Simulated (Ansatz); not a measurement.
## Single point on SiF

Cell: SiF placed on the sites of a simple cubic array of dimers (box 2.5 bond lengths wide) (a generated, not necessarily known, phase), then sheared and rattled, expanded.

PBE on all-electron LAPW: scalar relativity, no spin–orbit coupling, point nucleus (Ansatz). Occupations are Fermi–Dirac at 0.15 eV on a coarse k-mesh, 2×2×2 (shift 0.5, 0.5, 0.5 mesh steps); the results hold for that mesh. For a metal, stress, forces and moments on so few k-points can be far from the converged ones. No spin polarisation. The cell's electron count is odd, so a run with spin could end lower. Labels count atoms in the order given.

```xyz
2
Lattice="4.3045 0.0395 0.1217 0.0395 4.4585 -0.0754 0.1217 -0.0754 4.6478" Properties=species:S:1:pos:R:3 pbc="T T T"
Si    0.3234    0.5743    2.6464
F     1.3709    1.5400    3.7641
```

Problem. Give the forces on the atoms and the pressure.

Solution. 
Forces (eV/Å): Si1 (1.515, 1.405, 1.614); F2 (-1.515, -1.405, -1.614).

Stress xx yy zz yz xz xy in GPa, positive in compression: -2.94 -2.52 -3.39 -2.76 -2.91 -2.52.

* All-electron E − TS, for this scheme: -10608.706 eV
* Pressure: -2.95 GPa
* Largest force: 2.622 eV/Å

SiF, all-electron reference calculation

This is artificial SiF in the rock-salt structure (cell doubled), strained and with atoms displaced, expanded.

Same method, mesh 1×3×3, Γ-centred. The run is spin-unpolarised. Holes or spare electrons on the non-metal atoms can carry spin, which this run forbids.

Extended XYZ with forces in eV/Å (energy in eV, pressure in GPa):

```xyz
4
Lattice="-5.5180 -0.2477 5.2717 0.0724 2.6603 2.5844 -2.6861 2.6388 -0.0509" Properties=species:S:1:pos:R:3:forces:R:3 pbc="T T T" free_energy=-21217.2785 pressure=-7.50
Si   -5.2980    2.0322    6.2044   -0.1063   -0.1211    0.3174
F    -7.9902    4.3757    8.6902    0.0861   -0.0854   -0.2837
Si   -8.0486    1.7665    9.2787    0.0502    0.2920    0.1821
F   -10.7105    4.3729   11.5733   -0.0300   -0.0854   -0.2158
```

Stress (GPa; xx, yy, zz, yz, xz, xy; compression positive): -6.86, -6.89, -8.74, 0.90, 2.23, 0.71.
